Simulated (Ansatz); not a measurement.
Here is the system:

Ba (fcc (Cu type), Fm-3m), a = 6.452 Å, b = 6.452 Å, c = 6.452 Å, α = 90.00°, β = 90.00°, γ = 90.00°; the cell used has 1 atom.

This is the r²SCAN-relaxed structure.

All from r²SCAN in the plane-wave PAW code Ansatz, unless another level is named. Predict the density of states at the Fermi level.

1.0 states/eV per atom (mean over ±0.08 eV).

Predict the gap with spin–orbit coupling.

none (metallic).

A made-up cell: these elements were put on the sites of a structure type; the Crystallography Open Database copy checked does not list it. It is not the phase usual at ambient conditions (space group No. 229). Symmetry was held in the r²SCAN relaxation. At this level the phase is mechanically unstable. Spin–orbit coupling is left out wherever it is not named.

Potentials: the later of the program's two PAW sets.
